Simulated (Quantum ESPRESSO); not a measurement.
Band energies of BaO at -0.7 % isotropic strain

```xyz
2
Lattice="0.0000 2.7236 2.7236 2.7236 0.0000 2.7236 2.7236 2.7236 0.0000" Properties=species:S:1:pos:R:3 pbc="T T T"
O      2.7236     2.7236     2.7236
Ba     5.4471     5.4471     5.4471
```

PBEsol (Quantum ESPRESSO, PseudoDojo norm-conserving, 84 Ry, scalar-relativistic); path ΓXWKΓLUWLK,UX; energies in eV from the valence-band maximum.

| k (1/Å) | point | band 4 | band 5 | band 6 | band 7 | band 8 | band 9 | band 10 | band 11 |
|---|---|---|---|---|---|---|---|---|---|
| 0.00 | Γ | -10.17 | -10.17 | -0.61 | -0.61 | -0.61 | 3.64 | 4.67 | 4.67 |
| 0.31 |  | -10.29 | -10.12 | -1.37 | -0.61 | -0.61 | 3.77 | 4.43 | 5.41 |
| 0.73 |  | -10.67 | -10.67 | -1.16 | -0.46 | -0.46 | 2.30 | 5.85 | 7.89 |
| 1.15 | X | -10.86 | -10.86 | -0.31 | -0.31 | 0.00 | 1.76 | 6.19 | 8.47 |
| 1.61 |  | -11.26 | -10.30 | -1.47 | -0.31 | -0.19 | 3.57 | 5.36 | 7.03 |
| 1.73 | W | -11.43 | -10.24 | -1.59 | -0.26 | -0.26 | 4.42 | 4.42 | 7.10 |
| 2.14 | K | -10.71 | -10.67 | -1.11 | -0.92 | -0.17 | 3.23 | 6.39 | 7.27 |
| 2.55 |  | -10.39 | -10.31 | -1.87 | -1.60 | -0.50 | 4.54 | 5.75 | 6.45 |
| 2.85 |  | -10.23 | -10.17 | -1.64 | -1.40 | -0.62 | 4.05 | 5.38 | 5.39 |
| 3.26 |  | -10.17 | -10.17 | -0.69 | -0.66 | -0.61 | 3.76 | 4.58 | 4.70 |
| 3.36 | Γ | -10.17 | -10.17 | -0.61 | -0.61 | -0.61 | 3.64 | 4.67 | 4.67 |
| 3.66 |  | -10.20 | -10.20 | -1.06 | -0.88 | -0.88 | 4.28 | 4.65 | 5.06 |
| 4.06 |  | -10.27 | -10.27 | -1.97 | -1.54 | -1.54 | 4.54 | 6.53 | 6.53 |
| 4.36 | L | -10.30 | -10.30 | -2.24 | -1.74 | -1.74 | 4.94 | 7.35 | 7.35 |
| 4.46 |  | -10.34 | -10.31 | -2.18 | -1.71 | -1.68 | 4.93 | 6.81 | 7.35 |
| 4.87 |  | -10.60 | -10.55 | -1.46 | -1.22 | -0.54 | 4.07 | 5.82 | 7.76 |
| 5.07 | U | -10.71 | -10.67 | -1.11 | -0.92 | -0.17 | 3.23 | 6.39 | 7.27 |
| 5.17 |  | -10.90 | -10.50 | -1.26 | -0.75 | -0.18 | 3.31 | 6.14 | 7.24 |
| 5.47 | W | -11.43 | -10.24 | -1.59 | -0.26 | -0.26 | 4.42 | 4.42 | 7.10 |
| 5.58 |  | -11.39 | -10.24 | -1.60 | -0.32 | -0.32 | 4.45 | 4.48 | 7.18 |
| 5.98 |  | -10.69 | -10.30 | -1.88 | -1.38 | -1.29 | 4.85 | 5.73 | 7.54 |
| 6.29 | L | -10.30 | -10.30 | -2.24 | -1.74 | -1.74 | 4.94 | 7.35 | 7.35 |
| 6.38 |  | -10.34 | -10.31 | -2.19 | -1.72 | -1.69 | 4.93 | 6.87 | 7.35 |
| 6.73 |  | -10.56 | -10.50 | -1.57 | -1.32 | -0.74 | 4.35 | 5.74 | 7.64 |
| 7.00 | K | -10.71 | -10.67 | -1.11 | -0.92 | -0.17 | 3.23 | 6.39 | 7.27 |
| 7.00 | U | -10.71 | -10.67 | -1.11 | -0.92 | -0.17 | 3.23 | 6.39 | 7.27 |
| 7.40 | X | -10.86 | -10.86 | -0.31 | -0.31 | 0.00 | 1.76 | 6.19 | 8.47 |

The PBEsol gap is direct, 1.76 eV at X.

Geometry strained from the cell relaxed with PBEsol, atoms relaxed again.
